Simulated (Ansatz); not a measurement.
Relaxed-ion elastic tensor of MgS (zinc blende, F-43m) in GPa (Voigt order), DFT-PBEsol in the program Ansatz with PAW potentials; density 2.07 g/cm³, 22.57 Å³ per atom.

```
70.6  51.3  51.3   0.0   0.0   0.0
51.3  70.6  51.3   0.0   0.0   0.0
51.3  51.3  70.6   0.0   0.0   0.0
 0.0   0.0   0.0  27.9   0.0   0.0
 0.0   0.0   0.0   0.0  27.9   0.0
 0.0   0.0   0.0   0.0   0.0  27.9
```

Is the crystal mechanically stable?

Yes: the smallest eigenvalue of C is 19.3 GPa.

Work out the Voigt, Reuss and Hill averages.

K_V = 57.7, K_R = 57.7, K_H = 57.7; G_V = 20.6, G_R = 15.9, G_H = 18.2 GPa.

Give Young's modulus, Poisson's ratio, Pugh's ratio and the universal anisotropy index.

E = 9KG/(3K + G) = 49.4 GPa; ν = 0.36; K/G = 3.17 (ductile by the Pugh limit of 1.75); A_U = 5G_V/G_R + K_V/K_R − 6 = 1.49.

Estimate the sound speeds and the Debye temperature.

v_l = √((K + 4G/3)/ρ) = 6290 m/s, v_t = √(G/ρ) = 2960 m/s, mean 3340 m/s; Θ = (h/k)(3n/4πV)^(1/3) v_m = 351 K.

Give the Zener ratio and Young's modulus along [100], [110] and [111].

A = 2C44/(C11 − C12) = 2.89; 1/E = S11 − 2(S11 − S12 − S44/2)Γ with Γ = 0, 1/4, 1/3 gives 27.4, 51.2, 72.0 GPa.

Solve the Christoffel equation for the three sound speeds along [100], [110], [111].

Eigenvalues of C_ijkl n_j n_l equal ρv² (piezoelectric stiffening left out). In km/s, slowest first: [100] 3.67, 3.67, 5.83; [110] 2.15, 3.67, 6.54; [111] 2.75, 2.75, 6.76.

The cell is a constructed one: a structure type filled with these elements; the Crystallography Open Database copy checked does not list it. COD files the formula under space group No. 225, so this cell is another polymorph or a model. Whether it is the stable phase at ambient conditions was not checked. Symmetry was held in the PBEsol relaxation; phonons on a q-mesh show no instability.

Potentials: the later of the program's two PAW sets.
